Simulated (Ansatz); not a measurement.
The start is a generated cell, Hf built in the AFLOW prototype A_cI16_220_c (as in Li). The cell and all atomic positions are relaxed at zero pressure with PBE (plane waves to 420 eV, PAW, scalar-relativistic; Ansatz, an electronic-structure program). The first steps use a coarse 7×7×7 k-mesh.

Starting cell:
```
Hf
1.0
   -3.55409     3.55409     3.55409
    3.55409    -3.55409     3.55409
    3.55409     3.55409    -3.55409
Hf
8
Direct
  0.40200   0.40200   0.40200
  0.50000   0.00000   0.09800
  0.00000   0.09800   0.50000
  0.09800   0.50000   0.00000
  0.90200   0.90200   0.90200
  0.50000   0.00000   0.59800
  0.00000   0.59800   0.50000
  0.59800   0.50000   0.00000
```

**Question.** What pressure does the first self-consistent step give?

**Answer.** +3.9 GPa (positive: the cell is compressed).

**Question.** What is the largest force in the starting geometry, and on which atom (counted from 1)?

**Answer.** 1.85 eV/Å, on Hf1, Hf2, Hf3, Hf4, Hf5, Hf6, Hf7, Hf8 (atoms numbered as listed).

**Question.** How much energy is released per atom?

**Answer.** 0.31 eV/atom.

**Question.** How do the shortest distances between atoms change?

**Answer.** The closest pairs of elements (up to four, under 3.6 Å), start → end: Hf–Hf 2.94 → 3.08 Å.

**Question.** What band gap does the relaxed structure have at this level?

**Answer.** Zero (metallic).

**Question.** Give the final cell and atomic positions.

**Answer.** 
```cif
data_Hf16
_chemical_formula_sum 'Hf16'
_space_group_name_H-M_alt 'I-43d'
_space_group_IT_number 220
_space_group_name_Hall 'I -4bd 2c 3'
_cell_length_a 7.11907
_cell_length_b 7.11907
_cell_length_c 7.11907
_cell_angle_alpha 90.000
_cell_angle_beta 90.000
_cell_angle_gamma 90.000
loop_
_atom_site_label
_atom_site_type_symbol
_atom_site_symmetry_multiplicity
_atom_site_Wyckoff_symbol
_atom_site_fract_x
_atom_site_fract_y
_atom_site_fract_z
_atom_site_occupancy
Hf1 Hf 16 c 0.22722 0.22722 0.22722 1
```
(The calculation used a cell of 8 atoms; values per cell refer to that cell.)

The space group stays I-43d (No. 220) (the run could not lower it); the end is AFLOW prototype A_cI16_220_c (as in Li), with 8 atoms in the primitive cell. Final values are on a 9×9×9 k-mesh of the relaxed cell. No spin polarisation in the result.

The run could not lose the symmetry of its start, so the end can be a saddle point.

The relaxed structure here is a generated cell of Hf: the first start was made by placing the elements on the sites of a structure type, and the end was not matched to a known phase here, so it may be hypothetical. Known forms of Hf include space group No. 194.
